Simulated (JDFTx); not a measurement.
System: TiC(100) (Fm-3m bulk; lattice of mp-631, not re-optimised at this level), 1x1 cell of 8 atoms in 4 planes (C/Ti outermost, slab composition Ti4C4), area 9.38 Å² a face, 6.6 Å between the outermost planes in a cell 22.5 Å high; k mesh 8×8×1, Fermi width 0.01 Ha, no spin polarisation. Whether this polymorph is the ambient one wasn't checked. Neither spin polarisation nor a larger cell was tried.

Level of theory: PBE, GBRV ultrasoft potentials, plane waves to 20/100 Ha; code: a modified build of JDFTx. Liquid: CANDLE, water, 0.5 M KF. The neutral cell holds 64 valence electrons and has two faces of 9.381 Å² each. Last filling lines of the neutral and of a charged run (μ in hartree, zero in the bulk liquid):

```
FillingsUpdate:  mu: -0.148689973  nElectrons: 64.000000
FillingsUpdate:  mu: -0.166842000  nElectrons: 63.937286
```

Working it through: both potentials, by the convention U = −μ/e − 4.44 V vs SHE, the surface charge density and the mean capacitance.

U_pzc = 0.14869 × 27.2114 − 4.44 = -0.39 V; U = 0.16684 × 27.2114 − 4.44 = 0.10 V. The cell has -0.0627 excess electrons, a net charge of 0.0627 e, shared by two faces: σ = 0.0627 e / (2 × 9.381 Å²) = 0.00334 e/Å² = 5.4 μC/cm² (1 e/Å² = 1602.18 μC/cm²). C = σ/(U − U_pzc) = 5.4/0.49 ≈ 11 μF/cm².
